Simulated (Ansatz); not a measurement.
CuV2CO2:
```
CELL_PARAMETERS angstrom
      2.87840     0.00000     0.00000
     -1.43920     2.49277     0.00000
      0.00000     0.00000     7.74971
ATOMIC_POSITIONS crystal
  O  0.33333 0.66667 0.69904
  V  0.66667 0.33333 0.85828
  C  0.00000 0.00000 0.00000
  V  0.33333 0.66667 0.14172
  O  0.66667 0.33333 0.30096
  Cu 0.00000 0.00000 0.50000
```

Relaxed with PBE+D3(BJ). Special points in fractions of this cell's reciprocal vectors: Γ (0.000, 0.000, 0.000); M (0.500, 0.000, 0.000); K (0.333, 0.333, 0.000); A (0.000, 0.000, 0.500); L (0.500, 0.000, 0.500); H (0.333, 0.333, 0.500).

Question: List the band energies nearest the Fermi level at these points for plane-wave PAW PBE+D3(BJ) (Ansatz code).

Answer: In eV from the Fermi level; about four levels below and three above (degenerate sets whole), none deeper than 8.9 eV; points with the same levels are listed once.

```json
[
 {"k": "Γ", "below": "-1.14 -1.14 -0.90 -0.90 -0.70", "above": "0.66 0.66 1.40 1.40"},
 {"k": "M", "below": "-0.97 -0.87 -0.86 -0.56", "above": "0.60 1.00 1.39"},
 {"k": "K", "below": "-1.06 -0.73 -0.73 -0.04", "above": "0.50 0.50 1.31 1.31"},
 {"k": "A", "below": "-0.95 -0.95 -0.67 -0.67 -0.52", "above": "0.69 0.69 1.19 1.19"},
 {"k": "L", "below": "-0.94 -0.84 -0.67 -0.58", "above": "0.69 1.00 1.37"},
 {"k": "H", "below": "-1.39 -1.39 -1.04 -0.74 -0.74", "above": "0.05 0.49 0.49"}
]
```

Space group P-3m1. A made-up cell: these elements were put on the sites of a structure type; neither database checked (COD, Materials Project) lists it. Its standing as an ambient phase is unchecked. The PBE+D3(BJ) relaxation kept the symmetry of its start. At this level the phase is dynamically unstable (imaginary phonons). The run is not spin-polarised. No Hubbard U is applied. Without spin polarisation and U, an open-shell compound can come out a false metal.

Potentials: the later of the program's two PAW sets.
